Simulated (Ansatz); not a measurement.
Relaxing Ti5Si

All numbers below come from DFT PBE, scalar-relativistic, plane waves, PAW in Ansatz 0.2.0. Settings: 420 eV cutoff, 12×12×12 k-mesh, Gaussian smearing of 0.10 eV, no spin polarisation.

What was changed: uniaxial strain along a, with b, c and atoms relaxed: +1.5 %.

Command:

```bash
ansatz run input.yaml --threads 1 --pin off --max-ram 2560MiB --backend cpu --events-out ev --progress --plain --runs-dir out
```

Input:

```yaml
crystal:
  lattice:
    - [2.5621093599, 1.4792345286, 4.5049342725]
    - [-2.4888424406, 1.4668836822, 4.4673203916]
    - [0.0259373129, -2.8888426207, 4.4673203916]
  atoms:
    - { symbol: Ti, position: [0.1513621526, 0.1513621526, 0.1513621526] }
    - { symbol: Ti, position: [0.6045557546, 0.3954442454, 0.0] }
    - { symbol: Ti, position: [0.0, 0.6045557546, 0.3954442454] }
    - { symbol: Ti, position: [0.8486378474, 0.8486378474, 0.8486378474] }
    - { symbol: Ti, position: [0.3954442454, 0.0, 0.6045557546] }
    - { symbol: Si, position: [0.5, 0.5, 0.5] }
basis:
  ecutwfc: 420
kpoints:
  mp_grid: { grid: [12, 12, 12] }
hamiltonian:
  xc: pbe
scf:
  occupations: { method: gaussian, width: 0.1 }
output:
  forces: true
  stress: true
  eigenvalues: true
relax:
  adjacent_minimum: "off"
  f_tol: 0.008
  max_steps: 40
  cell: { stress_tol: 0.015, fix: [a, angles] }
```

F is the free energy. Steps run on the plane waves of an earlier cell, but the last one, and at times one on the way, on a freshly chosen basis, so a repeated geometry can differ a little in energy. The held parts of the cell keep their stress, so P needn't end at zero.

Steps:

```tsv
step	F − F(1) (eV)	largest force component (eV/Å)	V (Å³/atom)	P (GPa)
1	0.0000	0.048	16.449	-1.01
2	-0.0002	0.057	16.439	-0.89
3	-0.0006	0.002	16.444	-0.96
4	-0.0006	0.002	16.444	-0.96
```

Relaxed structure:

```
CELL_PARAMETERS angstrom
2.56234 1.47937 4.50476
-2.48826 1.46680 4.46676
0.02616 -2.88830 4.46676
ATOMIC_POSITIONS crystal
Ti 0.15107 0.15159 0.15303
Ti 0.60545 0.39512 0.99943
Ti 0.00000 0.60524 0.39476
Ti 0.84893 0.84697 0.84841
Ti 0.39455 0.00057 0.60488
Si 0.50000 0.50050 0.49950
```

Symmetry: C2, No. 5, monoclinic system. Conventional cell: a = 8.761 Å, b = 5.029 Å, c = 5.390 Å, α = 90.00°, β = 123.79°, γ = 90.00°. Ti (site symmetry 1) has 9 Ti at 2.84 to 2.96 Å and 3 Si at 2.91 to 2.92 Å as nearest neighbours. Around Ti (site symmetry 1) lie 8 Ti at 2.68 to 2.91 Å and 2 Si at 2.71 to 2.72 Å. Ti (site symmetry 2) is surrounded by 8 Ti at 2.68 to 2.87 Å and 2 Si at 2.75 Å. Si (site symmetry 2) has 12 Ti at 2.71 to 2.92 Å as nearest neighbours.

The run converged. Time: 4.4 min on 1 thread of AMD EPYC 9R45 96-Core Processor (Zen 5), with other jobs on the host, peak memory 1.5 GiB.